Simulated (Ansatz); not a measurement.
**Ir (fcc)**

The computed numbers are results of PBE, scalar-relativistic (no spin polarisation) in the plane-wave PAW code Ansatz at 420 eV, Γ-centred 18×18×18 mesh, 0.05 eV Gaussian smearing. The datasets are Ansatz's generated set soft_2.

```
Ir
1.0
     0.00000    1.93537    1.93537
     1.93537    0.00000    1.93537
     1.93537    1.93537    0.00000
Ir
1
Direct
  0.00000 0.00000 0.00000
```

Cell and atoms are those of this level's equilibrium.

Path: Γ–X–U | K–Γ–L–W–X, with Γ = (0.000, 0.000, 0.000), X = (0.500, 0.000, 0.500), U = (0.625, 0.250, 0.625), K = (0.375, 0.375, 0.750), L = (0.500, 0.500, 0.500), W = (0.500, 0.250, 0.750) in reciprocal vectors of the calculation's cell.

Problem. Is it a metal or an insulator, and if it has a gap, where are the band edges on this path?

Solution. A metal: bands cross the Fermi level.

Bands as a text map, energy in eV from the Fermi level (dashes), each leg drawn with the same width:
```
  2.86 |                                                
  2.57 |                  *                             
  2.29 |        *                        *              
  2.00 |                                              * 
  1.71 |       *                                       *
  1.43 |       ***                            **********
  1.14 |          **                    *               
  0.86 |      ***   **     *          ****   *        **
  0.57 |      *  *    **                  ***        *  
  0.29 |     *    *     *            *              *   
  0.00 |----**---*-*---------------------------------*--
 -0.29 |            *               *              *    
 -0.57 |   *      *  *   *  *                           
 -0.86 |  *           **              ***         *     
 -1.14 |**         *         ****  *                *   
 -1.43 | *  **          * *      **              *      
 -1.71 |            *        *               ****       
 -2.00 |  *              *  *            *  *      *    
 -2.29 |   *         *    **         *                  
 -2.57 |                                   *            
 -2.86 |   **         **                  *       *     
 -3.14 |  *                 *             *             
 -3.43 |                *   **    ***      *            
 -3.71 |**                 *  ****  **  **       *      
 -4.00 | *                       *    ***   *           
 -4.29 |                 **  *    **     *      *       
 -4.57 |  *                 *             *  *          
 -4.86 |                 ***                  **        
        Γ      X      UK       Γ       L       W       X
```

With 17 valence electrons in the calculation's cell and no magnetic order, the bands, two electrons each, can't all be full or empty: band theory demands a metal. (Only strong correlation, outside this picture, could make a Mott insulator of it.)

No spin–orbit coupling, a notable omission for heavy elements.
